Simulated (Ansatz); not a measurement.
PIr₂, DFT, LDA, PAW with Ansatz's default frozen-core files, scalar-relativistic (Ansatz 0.2.0), run on 1 thread of AMD EPYC 7R32 (Zen 2) on a shared host.

The geometry is COD entry 1011371, unchecked; take it as a test cell. The listed cell was then made from it by scaling, straining or moving an atom.

Command: `ansatz run input.yaml --threads 1 --pin off --max-ram 4096MiB --backend cpu --events-out ev --progress --plain --runs-dir out`

```yaml
crystal:
  lattice:
    - [0.0, 2.8039186501, 2.8039186501]
    - [2.8039186501, 0.0, 2.8039186501]
    - [2.8039186501, 2.8039186501, 0.0]
  atoms:
    - { symbol: P, position: [0.0, 0.0, 0.0] }
    - { symbol: Ir, position: [0.25, 0.25, 0.25] }
    - { symbol: Ir, position: [0.75, 0.75, 0.75] }
kpoints:
  mp_grid: { grid: [11, 11, 11] }
scf:
  occupations: { method: fermi_dirac, width: 0.05 }
hamiltonian:
  xc: lda
  pseudopotentials: { kind: paw }
output:
  forces: true
  stress: true
  eigenvalues: true
  efg: { contact_densities: true }
  write_density: true
  write_potential: true
  elf: true
  volumetric_format: npy
```

(1) How large is the problem that the program sets up?

(2) About how long does it take, and how much memory does it use?

(3) And the same cell and mesh by all-electron PAW (datasets made for this crystal), asked for forces, stress, eigenvalues, efg, on the same hardware?

## Answers

(1) 56 irreducible k-points, 869 plane waves at Γ, 24 bands.

(2) 4.3 s of wall time for 6 SCF iterations, with a peak of 0.47 GiB. Times on shared machines scatter by tens of per cent.

(3) 12 s, peak memory 0.58 GiB.
